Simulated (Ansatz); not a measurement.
**What is wrong with this input? (Ti5Si)**

Someone meant to compute Ti5Si with PBE, plane waves and PAW in Ansatz and wrote this input.

```yaml
crystal:
  lattice:
    - [2.5228393509, 1.4565619783, 4.4409048145]
    - [-2.5228393509, 1.4565619783, 4.4409048145]
    - [0.0, -2.9131239567, 4.4409048145]
  atoms:
    - { symbol: Ti, position: [0.0, 0.0, 2.0176] }
    - { symbol: Ti, position: [0.5316, 1.4566, 4.4409] }
    - { symbol: Ti, position: [-1.5272, -0.2679, 4.4409] }
    - { symbol: Ti, position: [0.0, 0.0, 11.3051] }
    - { symbol: Ti, position: [0.9956, -1.1886, 4.4409] }
    - { symbol: Si, position: [0.0, 0.0, 6.6614] }
basis:
  ecutwfc: 420
kpoints:
  mp_grid: { grid: [6, 6, 6] }
hamiltonian:
  xc: pbe
scf:
  occupations: { method: gaussian, width: 0.1 }
  max_iter: 63
output:
  forces: true
  stress: true
  eigenvalues: true
```

Command:

```bash
ansatz run input.yaml --threads 1 --pin off --max-ram 2560MiB --backend cpu --events-out ev --progress --plain --runs-dir out
```

The program printed (HF is the Harris–Foulkes energy, dr2 the density residual in eV):

```text
Pseudopotential: Ti, paw, valence charge 12, recommended cutoff 420 eV (normal)
Pseudopotential: Si, paw, valence charge 4, recommended cutoff 420 eV (normal)
Crystal: 6 atoms, lattice volume = 97.913 Å³
Basis set: ecut = 420 eV, 1911 PW (Γ), exchange–correlation on 72×72×72 points (8 copies of the dense FFT grid, shifted against one another)
Bands: 39, of which v1, the nominal top of the filled ones, is band 32 counted from 1 (31 counted from 0)
Symmetry: 1 space group operations
Space group: P1 (ITA 1), of the structure as read, at distance tolerance 4.6e-5 Å
k-points: 112 of 216 (time reversal used)
Initial density: superposition of atomic densities, corrected by the library's trained network
SCF iter   1: HF=-29279.164232 eV  Δρ=4.84e0  dr2=3.43e4
SCF iter   2: HF=-15236.552551 eV  Δρ=2.62e0  dr2=6.45e3
SCF iter   3: HF=-13342.058629 eV  Δρ=1.10e0  dr2=1.56e3
automatic band count: iteration 3 solves 38 bands in place of 39: the levels show a gap, and the empty bands left out lie too high to hold charge; the band table lists the bands solved (type scf.n_extra_bands for more)
SCF iter   4: HF=-12894.357910 eV  Δρ=5.12e-1  dr2=2.22e2
automatic band count: iteration 4 solves 39 bands in place of 38: the levels no longer show a gap clear of their residuals, so the SCF keeps every band
   ...
SCF iter  17: HF=-12855.901833 eV  Δρ=2.13e-5  dr2=5.02e-7
SCF iter  18: HF=-12855.901833 eV  Δρ=1.23e-5  dr2=1.66e-7
SCF iter  19: F=-12855.901833 eV  HF=-12855.901833 eV  Δρ=4.89e-6  dr2=2.32e-8
SCF 1 converged in 19 iterations: F = -12855.901833 eV  dr2 = 2.32e-8
SCF converged after 19 iterations
Free energy (F): -12855.901833 eV
E sigma→0 (E₀):  -12855.889137 eV
Entropy (-TS):   -0.025391 eV (-4.232 meV/atom)
Fermi energy:    11.694129 eV
--- Forces (eV/Å), atoms counted from 1 ---
  atom   1  Ti    -4.42006223    21.92678545   -22.13617780
  atom   2  Ti    68.38510462   -26.13429028   -77.69150818
  atom   3  Ti   -62.05702394    28.08061633    80.71273575
  atom   4  Ti  -661.74036990   952.81422596   376.01838517
  atom   5  Ti   664.97226920  -974.57977864  -361.66686906
  atom   6  Si    -5.13999373    -2.10754754     4.76391213
--- Stress (GPa, compression-positive) ---
      631.145981    -766.997243    -374.544800
     -766.997242    1148.646657     357.006589
     -374.544801     357.006593     403.723382
  P = ⅓ Tr σ = 727.8387 GPa (7278.387 kbar)
```

Problem. What is the cause?
A. A key that the program doesn't know
B. Spin-orbit coupling without non-collinear spin
C. A smearing wider than the gap allows
D. Starting moments far too small
E. Cartesian positions typed as fractional ones

Solution. E. The positions, taken modulo the cell, no longer form the crystal. The cure is fractional positions.

Fix (which also takes the mesh and iteration limit of the reference run):

```diff
 crystal:
   atoms:
-    - { symbol: Ti, position: [0.0, 0.0, 2.0176] }
-    - { symbol: Ti, position: [0.5316, 1.4566, 4.4409] }
-    - { symbol: Ti, position: [-1.5272, -0.2679, 4.4409] }
-    - { symbol: Ti, position: [0.0, 0.0, 11.3051] }
-    - { symbol: Ti, position: [0.9956, -1.1886, 4.4409] }
-    - { symbol: Si, position: [0.0, 0.0, 6.6614] }
+    - { symbol: Ti, position: [0.15143967, 0.15143967, 0.15143967] }
+    - { symbol: Ti, position: [0.60535, 0.39465, 0.0] }
+    - { symbol: Ti, position: [0.0, 0.60535, 0.39465] }
+    - { symbol: Ti, position: [0.84856033, 0.84856033, 0.84856033] }
+    - { symbol: Ti, position: [0.39465, 0.0, 0.60535] }
+    - { symbol: Si, position: [0.5, 0.5, 0.5] }
 kpoints:
-  mp_grid: { grid: [6, 6, 6] }
+  mp_grid: { grid: [12, 12, 12] }
 scf:
-  max_iter: 63
```

With the mended input the run converges and gives a pressure of 0.02 GPa, no gap. The faulty run's energy lay 46.67 eV per atom higher.

The mended run took 74 s on 1 thread of Intel(R) Xeon(R) Platinum 8259CL CPU @ 2.50GHz (Skylake/Cascade Lake), with other jobs on the host, peak memory 0.79 GiB.